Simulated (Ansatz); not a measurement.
InP:
```cif
data_In4P4
_chemical_formula_sum 'P4 In4'
_space_group_name_H-M_alt 'F-43m'
_space_group_IT_number 216
_space_group_name_Hall 'F -4 2 3'
_cell_length_a 5.87823
_cell_length_b 5.87823
_cell_length_c 5.87823
_cell_angle_alpha 90.000
_cell_angle_beta 90.000
_cell_angle_gamma 90.000
loop_
_atom_site_label
_atom_site_type_symbol
_atom_site_symmetry_multiplicity
_atom_site_Wyckoff_symbol
_atom_site_fract_x
_atom_site_fract_y
_atom_site_fract_z
_atom_site_occupancy
P1 P 4 c 0.25000 0.25000 0.25000 1
In1 In 4 a 0.00000 0.00000 0.00000 1
```
(The calculation used a cell of 2 atoms; values per cell refer to that cell.)

Relaxed with PBEsol.

Problem. Which orbitals make up the states near the band edges in the program Ansatz at the PBEsol level (PAW)?

Solution. Top 1 eV of the valence band: P 3p 80 %, In 5p 16 %. Bottom 1 eV of the conduction band: In 5s 37 %, P 3s 27 %, P 3p 21 %, In 5p 12 %. Projections are on Löwdin-orthogonalised atomic valence shells; empty p or d shells of many metals are not among them.

Problem. Tabulate the density of states.

Solution. States/eV per cell of 2 atoms, in 0.25 eV bins, energy from the valence-band maximum.

```csv
E (eV),total,P 3p,In 5p,In 5s
-7.85,0.00,0.00,0.00,0.00
-7.60,0.00,0.00,0.00,0.00
-7.35,0.00,0.00,0.00,0.00
-7.10,0.00,0.00,0.00,0.00
-6.85,0.00,0.00,0.00,0.00
-6.60,0.00,0.00,0.00,0.00
-6.35,0.00,0.00,0.00,0.00
-6.10,0.00,0.00,0.00,0.00
-5.85,0.01,0.01,0.00,0.01
-5.60,2.40,1.12,0.17,1.04
-5.35,1.58,0.73,0.14,0.61
-5.10,0.87,0.40,0.08,0.31
-4.85,0.61,0.28,0.06,0.20
-4.60,0.48,0.22,0.04,0.15
-4.35,0.38,0.18,0.03,0.11
-4.10,0.31,0.15,0.03,0.09
-3.85,0.26,0.13,0.02,0.07
-3.60,0.21,0.10,0.02,0.05
-3.35,0.45,0.25,0.12,0.05
-3.10,1.46,0.85,0.49,0.06
-2.85,1.31,0.78,0.41,0.07
-2.60,1.30,0.80,0.39,0.06
-2.35,1.71,1.10,0.49,0.06
-2.10,1.80,1.20,0.50,0.05
-1.85,1.74,1.19,0.45,0.04
-1.60,1.68,1.19,0.41,0.04
-1.35,1.64,1.20,0.37,0.03
-1.10,1.59,1.21,0.32,0.02
-0.85,1.03,0.80,0.19,0.01
-0.60,0.64,0.52,0.10,0.01
-0.35,0.40,0.33,0.05,0.00
-0.10,0.12,0.11,0.01,0.00
0.15,0.00,0.00,0.00,0.00
0.40,0.00,0.00,0.00,0.00
0.65,0.00,0.00,0.00,0.00
0.90,0.00,0.00,0.00,0.00
1.15,0.01,0.00,0.00,0.00
1.40,0.04,0.01,0.00,0.01
1.65,0.21,0.03,0.05,0.07
1.90,0.64,0.10,0.20,0.16
2.15,0.98,0.18,0.32,0.23
2.40,1.48,0.33,0.46,0.34
2.65,2.23,0.55,0.64,0.53
2.90,1.54,0.42,0.41,0.36
3.15,1.21,0.35,0.32,0.26
3.40,1.00,0.30,0.29,0.20
3.65,0.93,0.26,0.33,0.16
3.90,0.92,0.22,0.40,0.12
4.15,1.73,0.42,0.80,0.16
4.40,2.17,0.52,1.04,0.17
4.65,1.31,0.30,0.69,0.08
4.90,1.13,0.23,0.65,0.04
5.15,1.81,0.33,0.96,0.05
5.40,1.94,0.35,0.94,0.06
```

Symmetry was held in the PBEsol relaxation. Spin–orbit coupling is left out wherever it is not named.

Potentials: the later of the program's two PAW sets.
